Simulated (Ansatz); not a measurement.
PbF4 in space group I4/mmm (No. 139; Pb on 2a, F on 4e, F on 4c), the program Ansatz at the r²SCAN+D4 level (PAW). The conduction-band minimum lies at Γ, with 1 equivalent valley. Second derivatives d²E/dk² of the lowest band at one valley (eV·Å²), along Cartesian directions:

```json
[
 {"direction": "[100]", "d²E/dk²": "11.74"},
 {"direction": "[010]", "d²E/dk²": "11.74"},
 {"direction": "[001]", "d²E/dk²": "10.54"},
 {"direction": "[110]", "d²E/dk²": "11.74"},
 {"direction": "[101]", "d²E/dk²": "11.14"},
 {"direction": "[011]", "d²E/dk²": "11.14"}
]
```

### Question
Find the principal effective masses, the density-of-states mass and the conductivity mass.

### Answer
Off-diagonal terms follow from H_xy = H[110] − (H_xx + H_yy)/2, and m*/mₑ = 7.620 eV·Å² over each eigenvalue: 0.65, 0.65, 0.72. One valley's DOS mass (m₁m₂m₃)^(1/3) = 0.67, conductivity mass 3/(Σ 1/mᵢ) = 0.67 mₑ.

### Question
What effective density of states Nc follows at 300 K for parabolic valleys?

### Answer
Nc = 2.509e19 × 1 × (0.67)^(3/2) ≈ 1.4e19 cm⁻³.

The workflow started from a Materials Project entry (that database holds measured and hypothetical structures alike); the Crystallography Open Database files this formula in space group No. 139, but the cells were not matched. Its standing as an ambient phase is unchecked. The r²SCAN+D4 relaxation kept the symmetry of its start; whether a distortion lowers the energy is not shown. Spin–orbit coupling is left out wherever it is not named.

Potentials: the later of the program's two PAW sets.

Edges and masses are those of Kohn–Sham bands, whose gap is no quasiparticle gap.
